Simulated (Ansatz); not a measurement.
Co5Ge7:
```
CELL_PARAMETERS angstrom
     -3.77043     3.77043     2.87092
      3.77043    -3.77043     2.87092
      3.77043     3.77043    -2.87092
ATOMIC_POSITIONS crystal
  Ge 0.28114 0.71143 0.00000
  Ge 0.28114 0.28114 0.56971
  Ge 0.71143 0.28114 0.00000
  Ge 0.71143 0.71143 0.43029
  Ge 0.07589 0.57589 0.50000
  Ge 0.57589 0.07589 0.50000
  Ge 0.10009 0.10009 0.00000
  Co 0.82024 0.57752 0.75728
  Co 0.06296 0.82024 0.24272
  Co 0.82024 0.06296 0.24272
  Co 0.57752 0.82024 0.75728
  Co 0.49601 0.49601 0.00000
```

Relaxed with r²SCAN.

### Question
Map the electron localisation function on the plane through (0.076, 0.576, 0.500) spanned by u = [1, 1, 0] and v = [1, 0, 1] in lattice vectors, from DFT-r²SCAN in the program Ansatz with PAW potentials.

### Answer
x is the fraction of u, y of v (the angle between them is 90°; rows are the nearest grid lines); atoms in the plane: Ge at (0.00, 0.00), Ge at (0.50, 0.00), Ge at (0.52, 0.50), Co at (0.24, 0.74), Co at (0.24, 0.26), Co at (0.92, 0.50).
```
|921234443332116611344433332129|
|112344444443211112333333333211|
|223454433444322223333222333322|
|445432111234544333221000122334|
|332112333211233321000000001123|
|221123454321122210000000001122|
|211134677532122110000001111222|
|221112343221233322111222222222|
|222111232111344433333222222222|
|112211111124443333445421112211|
|221122222344321112345421234442|
|321112222343311211245422346653|
|321112222343311211245422346653|
|221122222344321112345421234442|
|112211111124443333445421112211|
|222111232111344433333222222222|
|221112343221233322111222222222|
|211134677532122110000001111222|
|221123454321122210000000001122|
|332112333211233321000000001123|
|445432111234544333221000122334|
|223454433444322223333222333322|
|112344444443211112333333333211|
|921234443332116611344433332129|
```
Scale: ten equal steps from 0.029 (start of '0') to 1.03 (end of '9'), in the order '0123456789'; x runs from 0.000 to 1.00, y from 0.000 (bottom) to 1.00 (top).

The density is the valence pseudo-density with augmentation charge, so density and ELF within about 1 Å of a nucleus are not all-electron values.

Space group I4mm. The start of the workflow was typed in or built on a structure type; neither database checked (COD, Materials Project) lists it. Its standing as an ambient phase is unchecked. The r²SCAN relaxation kept the symmetry of its start; whether a distortion lowers the energy is not shown. The workflow began spin-polarised and lost its moments.

Potentials: the earlier of the program's two PAW sets.
